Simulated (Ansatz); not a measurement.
Stiffness of YPb$_{3}$ from strained cells

```yaml
crystal:
  lattice:
    - [4.82300, 0.00000, 0.00000]
    - [0.00000, 4.82300, 0.00000]
    - [0.00000, 0.00000, 4.82300]
  atoms:
    - { symbol: Y, position: [0.00000, 0.00000, 0.00000] }
    - { symbol: Pb, position: [0.00000, 0.50000, 0.50000] }
    - { symbol: Pb, position: [0.50000, 0.00000, 0.50000] }
    - { symbol: Pb, position: [0.50000, 0.50000, 0.00000] }
```

Atoms are numbered in the order listed.

The cell is COD entry 1523308, as deposited and not checked against the literature; nothing was relaxed.

Spin polarisation is left out, and whether a magnetic state lies lower isn't shown here.

No spin–orbit coupling, which matters for the heavy atoms here.

The calculation used DFT, PBEsol, all-electron LAPW, scalar-relativistic (Ansatz 0.2.0).

Numerical set-up: a Γ-centred 8×8×8 k mesh, Fermi–Dirac smearing of 0.08 eV, basis error target 0.5 meV/atom, no spin polarisation.

The unstrained cell is at -0.52 GPa. Large strains and very small stresses are left out. Each strain is applied once, with fractional coordinates held (clamped ions), and σ below is the change of stress, positive in tension. One finite strain gives stress–strain coefficients at this pressure with an error of the order of the strain times third-order constants, a few per cent for each per cent of strain. In a metal the k mesh adds noise of tens of per cent to soft shears.

**Question.** Estimate the stiffness probed by this change, and the stress that it gives: equal xy, yz and zx engineering shear strains of -1 %.

**Answer.** σxy = -0.21 GPa and γxy = 2εxy = -0.0100, so C44 (clamped ions) = σxy/γxy = 21 GPa.

**Question.** With equal xy, yz and zx engineering shear strains of +1 %, the run gives σxy = 0.23 GPa and γxy = 2εxy = 0.0100. Which stiffness follows?

**Answer.** C44 (clamped ions) = σxy/γxy = 23 GPa.

**Question.** The two estimates of C44 (clamped ions) differ. Why, and which value is best?

**Answer.** Finite strains add third-order terms, and in a metal the k mesh adds noise; two strains on one mesh can't tell these apart, so neither value is shown to be the better.
